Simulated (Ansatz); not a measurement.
KTaO₃ (cubic perovskite)

```
KTaO3
1.0
    4.02318     0.00000     0.00000
    0.00000     4.02318     0.00000
    0.00000     0.00000     4.02318
K Ta O
1 1 3
Direct
  0.00000   0.00000   0.00000
  0.50000   0.50000   0.50000
  0.00000   0.50000   0.50000
  0.50000   0.50000   0.00000
  0.50000   0.00000   0.50000
```

Two coordinates are scanned: the volume, and the ratio of the stretch along z (the conventional c axis) to the stretch across it. Atoms keep their fractional coordinates.

These are PBE (plane waves to 420 eV, PAW, scalar-relativistic; Ansatz, a first-principles code) values and carry that method's errors. k mesh 8×8×8 (Γ-centred), Fermi-Dirac smearing 0.05 eV. Stress and pressure are positive under compression. KTaO3 is run without spin polarisation. KTaO3 was relaxed with its symmetry unable to fall. Spin-orbit coupling is left out, though Ta is heavy. The PAW data are Ansatz's earlier set.

At one point of the scan the stress tensor (GPa) is:

```
    2.2      0.0      0.0
    0.0      2.2      0.0
    0.0      0.0     75.7
```

Question: Which point is it?
A. V/V₀ = 0.920, (c/a)/(c/a)₀ = 0.940
B. V/V₀ = 0.920, (c/a)/(c/a)₀ = 1.060
C. V/V₀ = 0.920, (c/a)/(c/a)₀ = 1.000
D. V/V₀ = 0.920, (c/a)/(c/a)₀ = 0.880

Answer: D, V/V₀ = 0.920, (c/a)/(c/a)₀ = 0.880

(Under strain, the slope of the energy per volume gives the stress and its curvature an elastic modulus.)
